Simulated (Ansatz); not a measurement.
The relaxed structure here is a generated cell of AlNi: the first start was made by a random draw of sites in a space group, and the end was not matched to a known phase here, so it may be hypothetical. Known forms of AlNi include space group No. 221.

A relaxed cell of AlNi (P4/mmm (No. 123)), relaxed on a k-mesh at least as fine as the one used below. Calculation: r2SCAN (plane waves to 500 eV, PAW, scalar-relativistic; Ansatz, a quantum-chemistry and plane-wave program). Γ-centred k-mesh 10×5×12 on the run's cell (coarser than for final values), Fermi–Dirac smearing 0.05 eV.

```
CELL_PARAMETERS angstrom
      3.30739     0.00000     0.00000
      0.00000     6.61478     0.00000
      0.00000     0.00000     2.65704
ATOMIC_POSITIONS crystal
  Al 0.00000 0.00000 0.00000
  Al 0.00000 0.50000 0.00000
  Ni 0.50000 0.25000 0.00000
  Ni 0.50000 0.75000 0.00000
```

The atoms are displaced by (Å):

| atom | ux | uy | uz |
|---|---|---|---|
| Al1 | -0.081 | -0.013 | 0.050 |
| Al2 | -0.014 | 0.094 | -0.002 |
| Ni3 | -0.049 | -0.093 | 0.047 |
| Ni4 | 0.022 | -0.027 | 0.067 |

Q: What forces (eV/Å) and pressure result?

A: 
```
atom     Fx     Fy     Fz
----  -----  -----  -----
Al1    0.58  -0.14  -0.05
Al2    0.10  -1.17  -0.25
Ni3   -0.17   0.78   0.07
Ni4   -0.51   0.53   0.23
```

Pressure +1.1 GPa.

Q: Estimate the energy cost of the displacement in the harmonic approximation and compare with the calculation.

A: For a harmonic well ΔE = −½ Σ F·u = 0.114 eV a cell, or 29 meV/atom. The calculated energy relative to the undisplaced cell is +0.03 eV/atom, so the harmonic estimate holds well.

The undisplaced cell is probably no minimum: from this displacement the run went on to Pm-3m (No. 221), 0.97 eV/atom below it.

No spin polarisation in the result: the starting moments vanished. A magnetic state may lie lower.
